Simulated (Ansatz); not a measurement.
A geometry of ZnCu2SnS4 away from equilibrium: the start of the relaxation of a relaxed ZnCu2SnS4 cell stretched uniformly to 115 % of its volume. These are PBEsol (plane waves to 420 eV, PAW, scalar-relativistic; Ansatz, an electronic-structure program) values and carry that method's errors. Γ-centred k-mesh 6×6×6 on the run's cell (coarser than for final values), Fermi–Dirac smearing 0.05 eV.

```xyz
8
Lattice="-2.8156 2.8156 5.6319 2.8156 -2.8156 5.6319 2.8156 2.8156 -5.6319" Properties=species:S:1:pos:R:3 pbc="T T T"
Cu     0.0000     0.0000     0.0000
Cu     0.0000     2.8156     2.8159
Zn     2.8156     0.0000     2.8159
Sn     0.0000     0.0000     5.6319
S      1.4622     1.5126     4.1677
S      1.3534     1.3030    -1.4642
S      1.5126    -1.4622     7.0961
S      1.3030     4.2778     1.4642
```

Q: Which atoms carry the largest force, and which way does it point?

A: 0.19 eV/Å, on S5, S6, S7, S8 (atoms numbered as listed); on S5 its components are (-0.11, -0.12, 0.11).

Q: What is the pressure?

A: -8.1 GPa, compression positive.

No spin polarisation in the result.

The run could not lose the symmetry of its start.
